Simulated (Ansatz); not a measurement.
GaN (zinc blende, F-43m), a = 4.498 Å, b = 4.498 Å, c = 4.498 Å, α = 90.00°, β = 90.00°, γ = 90.00°; the cell used has 2 atoms.

Relaxed with r²SCAN. Independent-particle spectrum: no excitons, no local fields, no scissors shift; 0.1 eV broadening; ε₁ of the summed bands alone.

### Question
Tabulate the dielectric function from the program Ansatz at the r²SCAN level (PAW).

### Answer


```csv
E (eV),ε₁ xx,ε₂ xx
0.0,5.30,0.00
0.4,5.32,0.00
0.8,5.37,0.00
1.2,5.47,0.00
1.6,5.65,0.00
2.0,6.00,0.00
2.4,6.37,0.72
2.8,6.17,1.05
3.2,6.08,1.23
3.6,6.04,1.36
4.0,6.09,1.48
4.4,6.20,1.62
4.8,6.38,1.78
5.2,6.67,2.00
5.6,7.12,2.37
6.0,7.85,3.13
6.4,7.47,4.64
6.8,7.83,6.41
7.2,5.41,7.64
7.6,4.09,7.70
8.0,2.43,7.71
8.4,0.70,6.42
8.8,0.66,3.72
9.2,3.41,3.22
9.6,6.27,6.35
10.0,1.45,7.29
10.4,0.60,7.48
10.8,-1.23,5.59
11.2,-0.04,4.12
11.6,0.59,4.59
12.0,1.63,5.91
```

### Question
From ε at 4.1 eV (xx: 6.11 + 1.52i), find n, k, the normal reflectivity and the absorption coefficient.

### Answer
n = 2.49, k = 0.305, R = 19 %, α = 2kE/ħc = 130000 cm⁻¹.

With all bands, ε∞ without local fields is 5.45.

The cell was relaxed with r²SCAN under the symmetry of its start. Scalar-relativistic: spin–orbit coupling is off unless named, which matters more the heavier the elements.

Potentials: the later of the program's two PAW sets.
